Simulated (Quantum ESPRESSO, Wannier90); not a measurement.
**YOF (R-3m): Wannier90 run**

```
begin unit_cell_cart
ang
   -1.8978549382    3.2871811784    0.0000000000
   -3.7957098764    0.0000000000    0.0000000000
   -1.8978549382    1.0957270595    6.2966300000
end unit_cell_cart
begin atoms_frac
Y    0.2584300000  0.2584300000  0.2247100000
Y   -0.2584300000 -0.2584300000 -0.2247100000
O    0.3788330000  0.3788330000 -0.1364990000
O   -0.3788330000 -0.3788330000  0.1364990000
F   -0.1305230000 -0.1305230000  0.3915690000
F    0.1305230000  0.1305230000 -0.3915690000
end atoms_frac
```

Structure: Materials Project mp-3637, symmetrised, not relaxed again. COD (Crystallography Open Database) has an entry of this formula and space group (matched by these alone). Computed values, not measurements, from PBEsol: Quantum ESPRESSO (norm-conserving PseudoDojo potentials, cutoff 68 Ry, spinors with spin-orbit coupling) on a Γ-centred 4×4×4 mesh, then Wannier90. Density: 10×10×10 mesh, cold smearing 0.01 Ry.

Bands 21-24 form an isolated set from -15.13 to -14.29 eV relative to the valence-band maximum (on the path) and are turned into 4 Wannier functions by minimising the spread from the start: atomic waves O 2s.

Centres (Cartesian, Å; one of the equivalent choices) and spreads:

```json
[
 {"n": "1", "x": "-1.898", "y": "1.096", "z": "-0.846", "spread (Å²)": "1.356", "nearest atom": "O3"},
 {"n": "2", "x": "-1.898", "y": "1.096", "z": "-0.846", "spread (Å²)": "1.356", "nearest atom": "O3"},
 {"n": "3", "x": "1.898", "y": "-1.096", "z": "0.846", "spread (Å²)": "1.356", "nearest atom": "O4"},
 {"n": "4", "x": "1.898", "y": "-1.096", "z": "0.846", "spread (Å²)": "1.356", "nearest atom": "O4"}
]
```

Ω_I = 5.41 Å², Ω_total = 5.42 Å²; the interpolated bands follow pw.x to 1.2 meV rms on the path. Only this start was tried; a symmetric start can stop on a saddle, and mixtures of these functions could lower the total by at most Ω_total − Ω_I.
